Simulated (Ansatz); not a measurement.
W:
```
W
1.0
   -1.56807     1.56807     1.56807
    1.56807    -1.56807     1.56807
    1.56807     1.56807    -1.56807
W
1
Direct
  0.00000   0.00000   0.00000
```

Relaxed with LDA. Special points in fractions of this cell's reciprocal vectors: Γ (0.000, 0.000, 0.000); H (0.500, -0.500, 0.500); N (0.000, 0.000, 0.500); P (0.250, 0.250, 0.250).

Problem. List the band energies nearest the Fermi level at these points for the program Ansatz at the LDA level (PAW).

Solution. In eV from the Fermi level; about four levels below and three above (degenerate sets whole), none deeper than 8.9 eV; … stands for higher levels left out; points with the same levels are listed once.

| k | below | above |
|---|---|---|
| Γ | -1.30 -1.30 -1.30 | 2.26 2.26 … |
| H | -6.05 -6.05 | 5.35 5.35 5.35 |
| N | -6.43 -3.70 | 0.93 2.18 3.18 |
| P | -2.98 -2.98 -2.98 | 3.36 3.36 6.82 |

Space group Im-3m (bcc (W type)). The LDA relaxation kept the symmetry of its start. No spin polarisation was allowed. Scalar-relativistic: spin–orbit coupling is off unless named, which matters more the heavier the elements.

Potentials: the earlier of the program's two PAW sets.
